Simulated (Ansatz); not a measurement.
Theory: DFT PBE, scalar-relativistic, plane waves, PAW, and for the lanthanide a 4f-in-core norm-conserving potential (Ansatz 0.2.0). All cells share a 630 eV cutoff and Γ-centred k meshes spaced at most about 0.3 Å⁻¹ (about 0.25 or finer for metals, 2π included). No spin polarisation in the final relaxations.

These are static total energies at zero pressure. All come from trial cells, and lower structures may exist.

**Question.** These unrelaxed guesses for Dy3Br are each relaxed within their symmetry. Order them by the energy at which they end, lowest first.
A.

Space group Cmmm (No. 65). a = 3.829 Å, b = 5.362 Å, c = 10.957 Å, α = 90.00°, β = 90.00°, γ = 90.00°
```
atom  site  symmetry       x       y       z
  Dy    4l       mm2  0.5000  0.0000  0.7467
  Dy    2d       mmm  0.0000  0.0000  0.5000
  Br    2a       mmm  0.0000  0.0000  0.0000
```

B.

Space group Fm-3m (No. 225). a = 7.615 Å, b = 7.615 Å, c = 7.615 Å, α = 90.00°, β = 90.00°, γ = 90.00°
```json
{"atom": "Dy", "site": "4a", "symmetry": "m-3m", "x": "0.0000", "y": "0.0000", "z": "0.0000"}
{"atom": "Dy", "site": "8c", "symmetry": "-43m", "x": "0.2500", "y": "0.7500", "z": "0.7500"}
{"atom": "Br", "site": "4b", "symmetry": "m-3m", "x": "0.5000", "y": "0.0000", "z": "0.0000"}
```

C.

Space group P6/mmm (No. 191). a = 5.135 Å, b = 5.135 Å, c = 4.754 Å, α = 90.00°, β = 90.00°, γ = 120.00°
```
atom  site  symmetry       x       y       z
  Dy    2c      -6m2  0.3333  0.6667  0.0000
  Dy    1b     6/mmm  0.0000  0.0000  0.5000
  Br    1a     6/mmm  0.0000  0.0000  0.0000
```

D.

Space group Pm-3m (No. 221). a = 4.804 Å, b = 4.804 Å, c = 4.804 Å, α = 90.00°, β = 90.00°, γ = 90.00°
```tsv
atom	site	symmetry	x	y	z
Dy	3c	4/mm.m	0.5000	0.0000	0.5000
Br	1a	m-3m	0.0000	0.0000	0.0000
```

**Answer.** A (ends in Cmmm, 0 meV/atom), D (ends in Pm-3m, 0.40 eV/atom), B (ends in Fm-3m, BiF3 (D0_3) type, 0.52 eV/atom), C (ends in P6/mmm, Li3N type, 0.71 eV/atom).

Cells relaxed within their symmetry can be saddle points. Some structure types and database cells were kept out of the candidates from the start, so a known form may be missing.

The lanthanide is trivalent by construction, without f bands, f moments or other valences.
